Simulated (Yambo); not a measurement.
```
CELL_PARAMETERS angstrom
      0.00000     3.06346     3.06346
      3.06346     0.00000     3.06346
      3.06346     3.06346     0.00000
ATOMIC_POSITIONS crystal
  Se 0.50000 0.50000 0.50000
  Pb 0.00000 0.00000 0.00000
```

PbSe (rock salt, space group Fm-3m, No. 225) under isotropic strain of +0.5 % on all lattice vectors: mean Im ε in 1 eV windows above the direct gap of 0.43 eV, for different electron-hole kernels (Yambo, broadening 0.15 eV, PBE (stringent potentials; pw.x of Quantum ESPRESSO, ONCV potentials, scalar-relativistic) bands; 8×8×8 mesh, 3 valence and 3 conduction bands, static screening with 44 bands and a 4 Ry block, scissor 0.12 eV, Tamm-Dancoff; field along x).

| window (eV) | independent quasiparticles | BSE |
|---|---|---|
| 0.4 to 1.4 | 4.7 | 5.3 |
| 1.4 to 2.4 | 16 | 26 |
| 2.4 to 3.4 | 34 | 29 |
| 3.4 to 4.4 | 12 | 8.3 |
| 4.4 to 5.4 | 4.6 | 3.1 |
| 5.4 to 6.4 | 3.1 | 2.6 |

This run doesn't resolve bound excitons or single peaks, so only averages are given, and they too depend on the mesh; weight that the attraction moves below the gap isn't listed. All transitions below 6.50 eV are in the band window. The scissor comes from a G0W0 run whose convergence isn't established.

Spin-orbit coupling is left out; with 6p states at a band edge it can lower the gap by many tenths of an eV, most of a small gap. So small a PBE gap in heavy elements may be inverted, where one-shot corrections to single bands mislead.

Geometry strained from the cell relaxed with PBEsol, atoms relaxed again.
